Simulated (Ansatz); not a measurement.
**Vibrational response of MnIr**

These are results of Ansatz 0.2.0, DFT PBEsol, scalar-relativistic, plane waves, PAW, not measurements. Plane waves to 420 eV; Γ-centred k mesh 16×16×12; Gaussian smearing of 0.20 eV. Collinear spin, site moments 1.2, -0.1 μB. Phonons by linear response, acoustic sum rule imposed.

Equilibrium structure at this level:
```
Mn Ir
1.0
     2.62382    0.00000    0.00000
     0.00000    2.62382    0.00000
     0.00000    0.00000    3.61468
Mn Ir
1 1
Cartesian
  1.3119 1.3119 1.8073
  0.0000 0.0000 0.0000
```

In a metal, frequencies and elastic constants depend on the k mesh and the smearing, soft modes and shear constants most. Spin–orbit coupling is left out, which matters for heavy elements.

Optical modes at Γ; i marks an imaginary frequency:
```
frequency (THz) degeneracy
           5.26           2
           6.15           1
```

All 3 optical modes at Γ are real: no displacement of atoms at fixed cell lowers the energy to second order. Strains and modes at other wave vectors aren't tested by this run.